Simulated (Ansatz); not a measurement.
Relaxation of a generated trial cell of Te2Mo in the AFLOW prototype AB2_hP9_180_d_j (C40, as in CrSi2); 9 atoms in the cell, which starts as P6₂22 (No. 180), hP9; a = b = 6.116 Å, c = 8.796 Å, α = β = 90.00°, γ = 120.00°. All values below come from r2SCAN (plane waves to 500 eV, PAW, scalar-relativistic; Ansatz, a first-principles code). Γ-centred k-mesh 5×5×3 on the run's cell (coarser than for final values), Fermi–Dirac smearing 0.05 eV. This is the first round of the run. 

The optimiser's lines from the output (shortened; P is positive under compression):

```
relax step   1: F+E_penalty+E_count = -56858.20751629 eV  Δ(F+E_penalty+E_count) = +0.000e0 eV  max|allowed force component| = 4.262e-1 eV/Å  Δτ_max = 0.0000 Å  P = -14.948 GPa  Ω = 284.938 Å³  (10 SCF iters, dr2 threshold 1.00e-7 eV, accepted)
relax step   2: F+E_penalty+E_count = -56861.60499630 eV  Δ(F+E_penalty+E_count) = -3.397e0 eV  max|allowed force component| = 4.743e-1 eV/Å  Δτ_max = 0.0317 Å  P = -12.642 GPa  Ω = 247.936 Å³  (8 SCF iters, dr2 threshold 9.00e-7 eV, accepted)
relax step   3: F+E_penalty+E_count = -56863.81564804 eV  Δ(F+E_penalty+E_count) = -2.211e0 eV  max|allowed force component| = 2.911e-1 eV/Å  Δτ_max = 0.0458 Å  P = -6.899 GPa  Ω = 218.102 Å³  (8 SCF iters, dr2 threshold 9.00e-7 eV, accepted)
relax step   4: F+E_penalty+E_count = -56864.45396482 eV  Δ(F+E_penalty+E_count) = -6.383e-1 eV  max|allowed force component| = 2.999e-1 eV/Å  Δτ_max = 0.0389 Å  P = +2.655 GPa  Ω = 196.814 Å³  (7 SCF iters, dr2 threshold 9.00e-7 eV, accepted)
relax step   5: F+E_penalty+E_count = -56864.51844027 eV  Δ(F+E_penalty+E_count) = -6.448e-2 eV  max|allowed force component| = 3.662e-2 eV/Å  Δτ_max = 0.0311 Å  P = +0.716 GPa  Ω = 200.485 Å³  (7 SCF iters, dr2 threshold 9.00e-7 eV, accepted)
relax step   6: F+E_penalty+E_count = -56864.52157076 eV  Δ(F+E_penalty+E_count) = -3.130e-3 eV  max|allowed force component| = 2.572e-4 eV/Å  Δτ_max = 0.0021 Å  P = -0.024 GPa  Ω = 201.863 Å³  (6 SCF iters, dr2 threshold 9.00e-7 eV, accepted)
relax step   7: F+E_penalty+E_count = -56864.52158538 eV  Δ(F+E_penalty+E_count) = -1.462e-5 eV  max|allowed force component| = 1.693e-4 eV/Å  Δτ_max = 0.0000 Å  P = -0.001 GPa  Ω = 201.809 Å³  (6 SCF iters, dr2 threshold 1.84e-9 eV, accepted)
relax step   8: F+E_penalty+E_count = -56864.51352437 eV  Δ(F+E_penalty+E_count) = +8.061e-3 eV  max|allowed force component| = 1.117e-4 eV/Å  Δτ_max = 0.0000 Å  P = -0.012 GPa  Ω = 201.809 Å³  stress off target by 1.23e-2 GPa  SCF on the basis re-selected at this cell (its energy is not comparable with the rows above)  (8 SCF iters)
```

From the first to the last row the energy changes by -0.70 eV/atom and the volume by -29.2 %. The last row is marked as not comparable with the walk above it, whose basis was carried along; it does compare with step 1, since both stand on a basis selected at the nominal cutoff for their own cell.

Later rounds, restarted from the end of this one on a renewed k-mesh, logged 6 more steps. The final structure after all rounds: P6₂22 (No. 180), hP9, AFLOW prototype AB2_hP9_180_d_j (C40, as in CrSi2); a = 5.218 Å, b = 5.218 Å, c = 8.564 Å, α = 90.00°, β = 90.00°, γ = 120.00°. Between re-selections the logged energies stand on a plane-wave basis carried along with the cell. The relaxed cell holds bonded Te–Te pairs (2.96 Å). No spin polarisation in the result. A magnetic state may lie lower.

The run could not lose the symmetry of its start: the end is stationary, and may be a saddle point rather than a minimum.

The relaxed structure here is a generated cell of Te2Mo: the first start was made by placing the elements on the sites of a structure type, and the end was not matched to a known phase here, so it may be hypothetical. Known forms of Te2Mo include space group No. 194.
